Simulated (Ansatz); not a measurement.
# B2W: how the k-point mesh moves the results

Computed with DFT r2SCAN, scalar-relativistic, plane waves, PAW in Ansatz.

```
B W
1.0
     3.02000    0.00000    0.00000
    -1.51000    2.61540    0.00000
     0.00000    0.00000    3.05000
B W
2 1
Direct
  0.33333 0.66667 0.50000
  0.66667 0.33333 0.50000
  0.00000 0.00000 0.00000
```

* plane-wave cutoff: 500 eV
* occupation rule: Gaussian smearing, 0.1 eV
* spin treatment: unpolarised

The atoms stay fixed while the k-point mesh is varied. ΔE is the energy extrapolated to zero smearing, less that of the reference run (24×24×20). The cell isn't necessarily relaxed at this level. The meshes are Γ-centred. Spin–orbit coupling is left out. Pressure is positive in compression.

**Question.** One run gave ΔE = 12.8 meV/atom and P = 32.85 GPa. Which k-point mesh did it use, of 3×3×2, 3×3×4, 6×6×6, 9×9×6, 9×9×8, 12×12×10, 15×15×12, 15×15×14, 18×18×14, 18×18×16, 21×21×18?

**Answer.** 6×6×6. All runs:

```csv
mesh,ΔE (meV/atom),P (GPa),irreducible points
3×3×2,294,41.91,6
3×3×4,216,39.47,9
6×6×6,12.8,32.85,28
9×9×6,2.41,32.59,48
9×9×8,4.34,32.69,60
12×12×10,-0.32,32.66,114
15×15×12,-0.41,32.58,189
15×15×14,-1.75,32.62,216
18×18×14,-0.64,32.61,296
18×18×16,0.15,32.64,333
21×21×18,-0.07,32.61,480
24×24×20,0.00,32.64,671
```